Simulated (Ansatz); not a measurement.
C:
```
CELL_PARAMETERS angstrom
      0.00000     3.73691     3.73691
      3.73691     0.00000     3.73691
      3.73691     3.73691     0.00000
ATOMIC_POSITIONS crystal
  C  0.57048 0.28857 0.57048
  C  0.96143 0.67952 0.67952
  C  0.57048 0.57048 0.28857
  C  0.67952 0.96143 0.67952
  C  0.57048 0.57048 0.57048
  C  0.67952 0.67952 0.67952
  C  0.28857 0.57048 0.57048
  C  0.67952 0.67952 0.96143
```

This is the r²SCAN-relaxed structure.

Task: All from r²SCAN in the plane-wave PAW code Ansatz, unless another level is named. Predict the hole effective mass, band 2 of 2 at the edge.

Result: 0.16 along [100], 0.19 along [110], 0.24 along [111] (mₑ).

Task: Give the band gap.

Result: 2.48 eV (smallest direct gap 2.48 eV).

Task: And the HSE06 gap on the r²SCAN cell?

Result: 3.20 eV.

Task: Predict the conduction-band minimum.

Result: on the K–Γ line, 89 % of the way from K (12 equivalent valleys).

Space group Fd-3m. The start of the workflow was typed in or built on a structure type. Its sites differ from those of the usual phase in this space group: another stacking or structure type. The r²SCAN relaxation kept the symmetry of its start; its stability against distortions is not shown here.

Potentials: the later of the program's two PAW sets.
